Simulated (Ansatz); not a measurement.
## Ag at 15 GPa (stress–strain coefficients): relaxed-ion elastic tensor

Method: DFT PBEsol, scalar-relativistic, plane waves, PAW (Ansatz). Plane waves to 420 eV; Γ-centred k mesh 18×18×10; Fermi-Dirac smearing of 0.15 eV. No spin polarisation.

The cell, relaxed at 15 GPa:
```
Ag
1.0
     2.77369    0.00000    0.00000
    -1.38684    2.40208    0.00000
     0.00000    0.00000    4.54856
Ag
2
Direct
  0.33333 0.66667 0.25000
  0.66667 0.33333 0.75000
```

In a metal, frequencies and elastic constants depend on the k mesh and the smearing, soft modes and shear constants most. Other phases may be more stable at this pressure.

(1) Give the relaxed-ion elastic constants (GPa, Voigt order xx yy zz yz xz xy, on the axes of the cell above).

(2) Is the crystal stable against homogeneous strain?

(3) And the moduli of a polycrystal (Hill averages)?

## Answers

(1)
C11 = 272.7, C12 = 182.3, C13 = 137.4, C22 = 272.7, C23 = 137.4, C33 = 314.9, C44 = 42.4, C55 = 42.4, C66 = 45.2 GPa; the others vanish.

(2) Yes: the least eigenvalue of the tensor is 42.4 GPa.

(3) B = 197 GPa, G = 51 GPa, E = 140 GPa, ν = 0.38.

This form isn't the element's structure at ambient conditions.

Cost: 1 run of about 5.9 core-minutes, on Intel Xeon 6975P-C (Granite Rapids) (shared hosts).